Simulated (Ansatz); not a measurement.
# Step by step: SiAu, relaxation of cell and atoms

Theory: Ansatz 0.2.0, DFT, r2SCAN, PAW with Ansatz's default frozen-core files, scalar-relativistic.

Command: `ansatz run input.yaml --threads 1 --pin off --max-ram 2048MiB --backend cpu --events-out ev --progress --plain --runs-dir out` The run took 8.2 min on 1 thread of Intel(R) Xeon(R) Processor @ 2.50GHz (Skylake/Cascade Lake) (shared host), peak memory 0.59 GiB.

```yaml
crystal:
  lattice:
    - [1.3798384698, -0.796650112, 4.5074723348]
    - [0.0, 1.593300224, 4.5074723348]
    - [-1.3798384698, -0.796650112, 4.5074723348]
  atoms:
    - { symbol: Au, position: [0.0, 0.0, 0.0] }
    - { symbol: Si, position: [0.5, 0.5, 0.5] }
kpoints:
  mp_grid: { grid: [15, 15, 15] }
scf:
  occupations: { method: fermi_dirac, width: 0.08 }
hamiltonian:
  xc: r2scan
  pseudopotentials: { kind: paw }
output:
  forces: true
  stress: true
relax:
  f_tol: 0.005
  max_steps: 80
  cell: {}
```

Spin–orbit coupling is left out, though it moves levels of the heavy atoms by tenths of an eV or more.

The cell is built from the L11 type as a first guess.

The cutoff is 500 eV; energies and pressures of the walk include the program's estimate of the Pulay term. The PAW files were made with PBE; their cores are remade for this functional.

Each frame lists the cell vectors (Å), then Cartesian positions (Å); symmetry keeps all forces zero. Free energies count from the first step, -13801.5260 eV.

The walk took 13 evaluations in all; steps that aren't listed are left out.

Step 1: E = 0.0 meV, P = 17.06 GPa

```
cell 1.3798 -0.7966 4.5075 0.0000 1.5933 4.5075 -1.3798 -0.7966 4.5075
Au    0.0000    0.0000    0.0000
Si    0.0000    0.0000    6.7612
```

Step 2: E = -167.7 meV, P = -1.78 GPa

```
cell 1.4472 -0.8356 4.6300 0.0000 1.6711 4.6300 -1.4472 -0.8356 4.6300
Au    0.0000    0.0000    0.0000
Si    0.0000    0.0000    6.9450
```

Step 3: E = -178.7 meV, P = -0.73 GPa

```
cell 1.4487 -0.8364 4.5718 0.0000 1.6728 4.5718 -1.4487 -0.8364 4.5718
Au    0.0000    0.0000    0.0000
Si    0.0000    0.0000    6.8576
```

Step 4: E = -246.3 meV, P = 1.61 GPa

```
cell 1.4662 -0.8465 4.3514 0.0000 1.6930 4.3514 -1.4662 -0.8465 4.3514
Au    0.0000    0.0000    0.0000
Si    0.0000    0.0000    6.5270
```

Step 5:

```
cell 1.4918 -0.8613 4.1312 0.0000 1.7226 4.1312 -1.4918 -0.8613 4.1312
Au    0.0000    0.0000    0.0000
Si    0.0000    0.0000    6.1969
```

Step 6: E = -473.5 meV, P = 7.16 GPa

```
cell 1.5219 -0.8787 3.9106 0.0000 1.7573 3.9106 -1.5219 -0.8787 3.9106
Au    0.0000    0.0000    0.0000
Si    0.0000    0.0000    5.8659
```

Step 7: E = -582.4 meV, P = 1.51 GPa

```
cell 1.5879 -0.9168 3.7814 0.0000 1.8336 3.7814 -1.5879 -0.9168 3.7814
Au    0.0000    0.0000    0.0000
Si    0.0000    0.0000    5.6721
```

Step 8: E = -589.4 meV, P = 4.99 GPa

```
cell 1.6312 -0.9418 3.5630 0.0000 1.8836 3.5630 -1.6312 -0.9418 3.5630
Au    0.0000    0.0000    0.0000
Si    0.0000    0.0000    5.3444
```

Step 9: E = -607.5 meV, P = 0.10 GPa

```
cell 1.6452 -0.9499 3.6227 0.0000 1.8997 3.6227 -1.6452 -0.9499 3.6227
Au    0.0000    0.0000    0.0000
Si    0.0000    0.0000    5.4340
```

Step 10: E = -607.5 meV, P = 0.00 GPa

```
cell 1.6454 -0.9500 3.6242 0.0000 1.9000 3.6242 -1.6454 -0.9500 3.6242
Au    0.0000    0.0000    0.0000
Si    0.0000    0.0000    5.4363
```

Step 11: E = -611.7 meV, P = 0.09 GPa (the cell of the step before, solved again on a basis chosen afresh, hence the jump)

Question: Give the energy, pressure of step 5.

Answer: E = -372.8 meV, P = 3.64 GPa
```
Au    0.0000    0.0000    0.0000
Si    0.0000    0.0000    6.1969
```

Question: How does the relaxation end?

Answer: It converges, with a = 3.297 Å, b = 3.297 Å, c = 10.851 Å, α = 90.00°, β = 90.00°, γ = 120.00° (conventional cell, space group R-3m). The last solve (on a basis chosen afresh for the final cell, so its energy is not quite comparable) gives E = -611.8 meV, P = 0.02 GPa:
```
cell 1.6483 -0.9516 3.6169 0.0000 1.9033 3.6169 -1.6483 -0.9516 3.6169
Au    0.0000    0.0000    0.0000
Si    0.0000    0.0000    5.4253
```
